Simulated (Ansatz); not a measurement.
Pd:
```cif
data_Pd
_chemical_formula_sum 'Pd1'
_space_group_name_H-M_alt 'P 1'
_space_group_IT_number 1
_cell_length_a 2.76505
_cell_length_b 2.76505
_cell_length_c 2.76505
_cell_angle_alpha 60.000
_cell_angle_beta 60.000
_cell_angle_gamma 60.000
loop_
_space_group_symop_operation_xyz
  'x, y, z'
loop_
_atom_site_label
_atom_site_type_symbol
_atom_site_fract_x
_atom_site_fract_y
_atom_site_fract_z
_atom_site_occupancy
Pd1 Pd 0.00000 0.00000 0.00000 1
```

Relaxed with r²SCAN.

Which orbitals make up the states near the Fermi level in DFT-r²SCAN in the program Ansatz with PAW potentials?

Within 0.5 eV of the Fermi level: Pd 4d 93 %, outside the projected shells 7 %. Projections are on Löwdin-orthogonalised atomic valence shells; empty p or d shells of many metals are not among them.

Tabulate the density of states.

States/eV per cell of 1 atom, in 0.25 eV bins, energy from the Fermi level.

| E (eV) | total | Pd 4d | Pd 4s |
|---|---|---|---|
| -7.10 | 0.00 | 0.00 | 0.00 |
| -6.85 | 0.03 | 0.00 | 0.00 |
| -6.60 | 0.05 | 0.00 | 0.00 |
| -6.35 | 0.06 | 0.00 | 0.00 |
| -6.10 | 0.08 | 0.01 | 0.00 |
| -5.85 | 0.10 | 0.01 | 0.00 |
| -5.60 | 0.13 | 0.03 | 0.00 |
| -5.35 | 0.30 | 0.18 | 0.00 |
| -5.10 | 1.11 | 0.94 | 0.01 |
| -4.85 | 1.77 | 1.59 | 0.02 |
| -4.60 | 2.52 | 2.35 | 0.02 |
| -4.35 | 2.07 | 1.98 | 0.01 |
| -4.10 | 1.61 | 1.57 | 0.01 |
| -3.85 | 1.45 | 1.41 | 0.00 |
| -3.60 | 1.67 | 1.63 | 0.00 |
| -3.35 | 1.59 | 1.53 | 0.00 |
| -3.10 | 1.76 | 1.68 | 0.00 |
| -2.85 | 1.99 | 1.90 | 0.00 |
| -2.60 | 3.11 | 2.98 | 0.00 |
| -2.35 | 2.08 | 1.99 | 0.00 |
| -2.10 | 1.72 | 1.62 | 0.00 |
| -1.85 | 1.61 | 1.52 | 0.00 |
| -1.60 | 1.97 | 1.87 | 0.00 |
| -1.35 | 2.04 | 1.94 | 0.00 |
| -1.10 | 1.72 | 1.64 | 0.00 |
| -0.85 | 1.57 | 1.49 | 0.00 |
| -0.60 | 1.60 | 1.52 | 0.00 |
| -0.35 | 1.93 | 1.83 | 0.00 |
| -0.10 | 2.72 | 2.62 | 0.00 |
| 0.15 | 1.32 | 1.21 | 0.00 |
| 0.40 | 0.25 | 0.13 | 0.00 |
| 0.65 | 0.21 | 0.08 | 0.00 |
| 0.90 | 0.21 | 0.07 | 0.00 |
| 1.15 | 0.22 | 0.06 | 0.00 |
| 1.40 | 0.23 | 0.05 | 0.00 |
| 1.65 | 0.23 | 0.05 | 0.00 |
| 1.90 | 0.24 | 0.04 | 0.00 |
| 2.15 | 0.24 | 0.04 | 0.00 |
| 2.40 | 0.24 | 0.03 | 0.00 |
| 2.65 | 0.24 | 0.03 | 0.00 |
| 2.90 | 0.24 | 0.03 | 0.00 |
| 3.15 | 0.24 | 0.02 | 0.00 |
| 3.40 | 0.24 | 0.02 | 0.00 |
| 3.65 | 0.24 | 0.02 | 0.00 |
| 3.90 | 0.24 | 0.02 | 0.00 |
| 4.15 | 0.24 | 0.01 | 0.00 |
| 4.40 | 0.24 | 0.01 | 0.00 |
| 4.65 | 0.23 | 0.01 | 0.00 |

Space group Fm-3m (fcc (Cu type)). Symmetry was held in the r²SCAN relaxation. No spin polarisation was allowed. Spin–orbit coupling is left out wherever it is not named.

Potentials: the earlier of the program's two PAW sets.
